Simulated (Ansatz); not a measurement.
Mg3ZnS4: a bulk modulus from differences

It was reached by relaxing an invented guess, and it needn't be the stable form of this composition.

All numbers below come from Ansatz, DFT PBE, scalar-relativistic, plane waves, PAW. Settings of the last relaxation (8-atom cell): 420 eV, 6×6×8 k points, Gaussian smearing of 0.02 eV, no spin polarisation.

Space group Cmmm (No. 65). a = 7.344 Å, b = 10.427 Å, c = 3.676 Å, α = 90.00°, β = 90.00°, γ = 90.00°
| atom | site | symmetry | x | y | z |
| --- | --- | --- | --- | --- | --- |
| Mg | 4f | ..2/m | 0.2500 | 0.2500 | 0.5000 |
| Mg | 2b | mmm | 0.5000 | 0.0000 | 0.0000 |
| Zn | 2a | mmm | 0.0000 | 0.0000 | 0.0000 |
| S | 4i | m2m | 0.5000 | 0.7499 | 0.0000 |
| S | 4h | 2mm | 0.7562 | 0.0000 | 0.5000 |

The cell was set to several volumes, with shape and atoms relaxed at each where symmetry leaves them free. Pressure is positive in compression, and energies count from the lowest row.

```tsv
row	V (Å³/atom)	P (GPa)	ΔE (meV/atom)	gap on mesh (eV)
1	15.483	12.75	75.0	1.40
2	16.011	?	?	?
3	16.539	5.36	16.6	1.32
4	17.067	2.46	3.9	1.28
5	17.595	-0.02	0.0	1.24
6	18.123	-2.14	3.7	1.20
7	18.650	-3.86	13.6	1.20
8	19.354	-5.60	34.5	1.25
```

Question: Find B = −V·ΔP/ΔV from rows 4 and 6 and from rows 1 and 3, and from the two its slope B′ and its value B0 at zero pressure.

Answer: Rows 4 and 6 give −(17.067 + 18.123)/2 × (-2.14 − (2.46))/(18.123 − 17.067) = 76.6 GPa at a mean pressure of 0.16 GPa. Rows 1 and 3 give −(15.483 + 16.539)/2 × (5.36 − (12.75))/(16.539 − 15.483) = 112.0 GPa at a mean pressure of 9.05 GPa. So B′ = (112.0 − 76.6)/(9.05 − (0.16)) = 3.98 and B0 = 76.6 − 3.98 × (0.16) = 76.0 GPa. A third-order Birch–Murnaghan fit to all the energies gives B0 = 74.8 GPa and B′ = 4.6.

Question: Estimate the pressure and energy of row 2.

Answer: From row 5, V0 = 17.595 × (1 + (-0.02)/76.0) = 17.590 Å³/atom. Murnaghan's form P = (B0/B′)·[(V0/V)^B′ − 1] gives (76.0/3.98) × [(17.590/16.011)^3.98 − 1] = 8.67 GPa; the computed pressure is 8.76 GPa, so the estimate is off by -0.09 GPa. The work of compression from row 3, with the mean of the two pressures, gives ΔE = 16.6 + (8.67 + 5.36)/2 × (16.539 − 16.011)/160.2 × 1000 = 39.7 meV/atom (1 eV/Å³ = 160.2 GPa); the computed value is 39.8 meV/atom.

Question: Fit the gap against pressure through the other rows and estimate it at the computed pressure of row 2.

Answer: Over the 7 rows the mean pressure is 1.2786 GPa and the mean gap is 1.270 eV. The sums of products of deviations are S_xx = 236.7 and S_xy = 2.483, so the slope is 2.483/236.7 = 0.01049 (r = 0.92, rms misfit 0.03 eV). At 8.76 GPa the line gives 1.270 + (0.01049) × (8.76 − 1.2786) = 1.35 eV. The computed value is 1.36 eV, so the line is off by -0.01 eV, less than the largest miss among the fitted rows (0.05 eV). The rows follow a line poorly: the gap bends, or the lowest transition changes along the series.

Kohn–Sham gaps at this level usually fall short of measured ones. All volumes keep the k mesh of the relaxed cell. A later test with randomly moved atoms came back to the same energy, though modes that don't fit the test's cell weren't probed.
